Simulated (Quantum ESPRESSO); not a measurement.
# One change at a time to Al2InNb3Ru2

These are calculations, not measurements. They come from Quantum ESPRESSO 7.5, a public plane-wave density functional program. Each row is one single-point run on a made-up periodic cell of eight metal atoms, with elements, volume, strain and displacements drawn at random and not relaxed, so a cell may be unstable or far from any real phase. There is no spin polarisation or spin-orbit coupling.

Settings: PBE unless stated; PseudoDojo standard norm-conserving files; Fermi-Dirac width 0.25 eV, which means electrons at about 2900 K; cutoff 1143 eV; 6 x 5 x 3 k mesh shifted half a step off Gamma. E is the free energy of the whole cell (internal energy minus TS), so a -TS column is already part of it. Stress is positive in tension, and the pressure P is minus a third of its trace.

Checks: one run of this series was repeated at a higher cutoff and on a denser mesh, which moved values by no more than 0.002 eV, 0.02 GPa and 0.006 eV/Å, and a second program with other atomic files agreed on it to 2 % rms in force and 0.5 GPa in pressure. Known limits: a spin test at this wide smearing found no moment, but such smearing suppresses magnetism that the real alloy may have.

The lattice is face-centred cubic, and the cell vectors in Å are (-4.221, 0.003, 0.024); (-2.096, -4.087, -2.090); (-2.144, -4.044, 6.231), a volume of 143.21 Å³ in run 1. The elements on sites 1 to 8 are Al Nb In Ru Nb Ru Nb Al. Each later run makes one change to run 1 and keeps the rest. E is counted from run 1, and is n/a where other atomic files have another zero of energy.

| run | change | V (Å³) | P (GPa) | -TS (eV) | rms force (eV/Å) | largest change of a force component (eV/Å) | E (eV) |
|---|---|---|---|---|---|---|---|
| 1 | none | 143.21 | -7.73 | -1.573 | 0.436 | 0.000 | 0.000 |
| 2 | sites 4 and 8 exchanged | 143.21 | -8.14 | -1.551 | 0.410 | 0.789 | -0.257 |
| 3 | all lengths scaled by -1.13 % | 138.41 | -3.17 | -1.513 | 0.478 | 0.132 | -0.165 |
| 4 | PBEsol in place of PBE | 143.21 | -12.61 | -1.572 | 0.425 | 0.123 | n/a |
| 5 | site 1 moved by -0.06 Å along y | 143.21 | -7.60 | -1.579 | 0.473 | 0.293 | ? |

## Worked estimate

Along the move dE = -F dx. The force on site 1 along y is 0.622 eV/Å in run 1 and 0.915 eV/Å in run 5, and the move is -0.06 Å, so the mean force times the move gives an estimate.

## Withheld value

Question: what E should run 5 give?

The estimate is 0.046 eV. The calculation gave 0.046 eV.
